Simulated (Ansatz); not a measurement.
Theory: DFT PBE, scalar-relativistic, plane waves, PAW in Ansatz. All cells share a 420 eV cutoff and Γ-centred k meshes spaced at most about 0.3 Å⁻¹ (about 0.25 or finer for metals, 2π included). No spin polarisation in the final relaxations.

All energies are static (0 K, no zero-point motion).

Two relaxed structures of ZnTe₃O:

A.

```cif
data_structure
_symmetry_space_group_name_H-M 'P6/mmm'
_symmetry_Int_Tables_number 191
_cell_length_a 6.4625
_cell_length_b 6.4625
_cell_length_c 3.4831
_cell_angle_alpha 90.000
_cell_angle_beta 90.000
_cell_angle_gamma 120.000
_cell_volume 125.98
loop_
_atom_site_label
_atom_site_type_symbol
_atom_site_symmetry_multiplicity
_atom_site_Wyckoff_symbol
_atom_site_fract_x
_atom_site_fract_y
_atom_site_fract_z
_atom_site_occupancy
Zn1 Zn 1 a 0.00000 0.00000 0.00000 1
Te1 Te 3 g 0.50000 0.50000 0.50000 1
O1 O 1 b 0.00000 0.00000 0.50000 1
```

B.

```cif
data_structure
_symmetry_space_group_name_H-M 'P4mm'
_symmetry_Int_Tables_number 99
_cell_length_a 4.7747
_cell_length_b 4.7747
_cell_length_c 6.3794
_cell_angle_alpha 90.000
_cell_angle_beta 90.000
_cell_angle_gamma 90.000
_cell_volume 145.44
loop_
_atom_site_label
_atom_site_type_symbol
_atom_site_symmetry_multiplicity
_atom_site_Wyckoff_symbol
_atom_site_fract_x
_atom_site_fract_y
_atom_site_fract_z
_atom_site_occupancy
Zn1 Zn 1 b 0.50000 0.50000 0.44573 1
Te1 Te 1 b 0.50000 0.50000 0.04522 1
Te2 Te 2 c 0.50000 0.00000 0.67754 1
O1 O 1 a 0.00000 0.00000 0.68198 1
```

Question: Which form is favoured at zero pressure, and by what margin per atom?

Answer: A is lower, by 166 meV/atom. A has space group P6/mmm (No. 191), 25.2 Å³/atom and no gap on its mesh; B has space group P4mm (No. 99), 29.1 Å³/atom and no gap. Counting O or Te atoms around Zn (for each partner element, those within 1.25 times its shortest distance or 1.15 times the sum of covalent radii, where it is the nearest in units of that sum or under 1.3), A has Zn 2 and B has Zn 5. The denser one is the lower, and pressure would at first widen the difference. Both come from invented guesses.

These runs have no spin–orbit coupling, which can matter for Te. Cells relaxed within their symmetry can be saddle points.
